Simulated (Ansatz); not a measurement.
**Does relaxation matter for the field gradients of BaNaSbSe3?**

Start: a refined structure from the COD, atoms as given.

Space group P2_1/c (No. 14); a = 6.2910, b = 14.8000, c = 8.0720 Å, β = 105.48°.

| site | Wyckoff | site symmetry | x | y | z |
| --- | --- | --- | --- | --- | --- |
| Na | 4e | 1 | 0.7439 | 0.2854 | 0.0750 |
| Ba | 4e | 1 | 0.1734 | 0.4194 | 0.7778 |
| Sb | 4e | 1 | 0.3757 | 0.4031 | 0.3390 |
| Se13 | 4e | 1 | 0.2584 | 0.2811 | 0.1091 |
| Se17 | 4e | 1 | 0.2047 | 0.6179 | 0.6065 |
| Se21 | 4e | 1 | 0.3022 | 0.5437 | 0.1432 |

One atom of each set is listed.

All values are calculated (Ansatz; DFT, PBE, plane waves and PAW, scalar-relativistic, 420 eV cutoff, Γ-centred 5×2×4 k-points, Fermi–Dirac smearing 0.02 eV), not measured.

The largest force at the start is 0.41 eV/Å. Relaxing the ions at fixed cell moves them by 0.064 Å at most (atom 16, Se) and 0.041 Å rms. End positions:

Na (0.7479, 0.2855, 0.0745)
Ba (0.1745, 0.4203, 0.7799)
Sb (0.3772, 0.4010, 0.3386)
Se13 (0.2601, 0.2781, 0.1038)
Se17 (0.1958, 0.6190, 0.6053)
Se21 (0.3016, 0.5446, 0.1434)

| site | moved (Å) | first shell before | first shell after | V_zz before (10²¹ V/m²) | η before |
| --- | --- | --- | --- | --- | --- |
| Na | 0.027 | 5 Se at 2.88–3.17 Å | 5 Se at 2.88–3.17 Å | -1.00 | 0.87 |
| Ba | 0.021 | 7 Se at 3.23–3.41 Å | 7 Se at 3.23–3.40 Å | -2.23 | 0.20 |
| Sb | 0.034 | 3 Se at 2.55–2.58 Å | 3 Se at 2.59–2.62 Å | -20.5 | 0.20 |
| Se13 | 0.064 | 1 Sb at 2.55 Å, 2 Na at 3.14–3.17 Å; also 2 Ba at 3.30–3.37 Å, 1 Sb at 3.69 Å | 1 Sb at 2.59 Å, 2 Na at 3.14–3.17 Å; also 2 Ba at 3.29–3.37 Å, 1 Sb at 3.60 Å | 32.3 | 0.14 |
| Se17 | 0.057 | 1 Sb at 2.58 Å, 2 Na at 2.88–2.94 Å; also 2 Ba at 3.28–3.41 Å | 1 Sb at 2.62 Å, 2 Na at 2.88–2.93 Å; also 2 Ba at 3.28–3.40 Å | 32.0 | 0.14 |
| Se21 | 0.015 | 1 Sb at 2.58 Å, 1 Na at 3.05 Å; also 2 Ba at 3.23–3.27 Å | 1 Sb at 2.61 Å, 1 Na at 3.04 Å, 2 Ba at 3.23–3.26 Å; also 1 Ba at 3.37 Å | 32.1 | 0.09 |

(1) What are V_zz and η after the relaxation?

Results:

(1) 

| site | V_zz after | η after | change of V_zz |
| --- | --- | --- | --- |
| Na | -1.00 | 0.83 | 0.00 |
| Ba | -2.45 | 0.18 | -0.22 |
| Sb | -19.18 | 0.23 | +1.36 |
| Se13 | 33.5 | 0.15 | +1.17 |
| Se17 | 33.0 | 0.13 | +0.99 |
| Se21 | 32.5 | 0.08 | +0.38 |

The largest change of V_zz is on Sb, from -20.5 to -19.18. In per cent, |V_zz| changes by 0 on Na, +10 on Ba, -7 on Sb, +1 to +4 on Se (all sites that start above 0.5).

Without spin–orbit coupling (the program notes it for Ba and Sb) the gradients are little affected as a rule: paired runs on crystals with a gap mostly move them by under 2 % at such atoms. With these PAW files V_zz is typically within 2 to 3 % of all-electron values, but misses above 10 % occur on Sb.
